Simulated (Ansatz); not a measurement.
Input and command of a plane-wave DFT calculation in Ansatz:

```yaml
crystal:
  lattice:
    - [0.0, 3.3679635541, 3.3679635541]
    - [3.3679635541, 0.0, 3.3679635541]
    - [3.3679635541, 3.3679635541, 0.0]
  atoms:
    - { symbol: Ba, position: [0.0, 0.0, 0.0] }
    - { symbol: Be, position: [0.5, 0.5, 0.5] }
    - { symbol: Be, position: [0.25, 0.25, 0.25] }
    - { symbol: Be, position: [0.75, 0.75, 0.75] }
basis:
  ecutwfc: 500
kpoints:
  mp_grid: { grid: [12, 12, 12] }
hamiltonian:
  xc: r2scan
scf:
  occupations: { method: gaussian, width: 0.1 }
output:
  forces: true
  stress: true
  eigenvalues: true
relax:
  adjacent_minimum: "off"
  f_tol: 0.01
  max_steps: 80
  cell: { stress_tol: 0.05 }
```

```bash
ansatz run input.yaml --threads 1 --pin off --max-ram 2560MiB --backend cpu --events-out ev --progress --plain --runs-dir out
```

Processor: Intel(R) Xeon(R) Platinum 8488C (Sapphire Rapids), 1 thread, on a host shared with other jobs.

Problem. How long does it run, and how much memory does it take?

Solution. About 38 s on 1 thread of Intel(R) Xeon(R) Platinum 8488C (Sapphire Rapids), on a shared host, peak memory 0.65 GiB. It solves 12 bands at 72 k points (the mesh reduced by the symmetry that the task leaves, which can be less than the crystal's) with about 1917 plane waves (on the last cell), in 19 SCF iterations over 4 ionic steps.
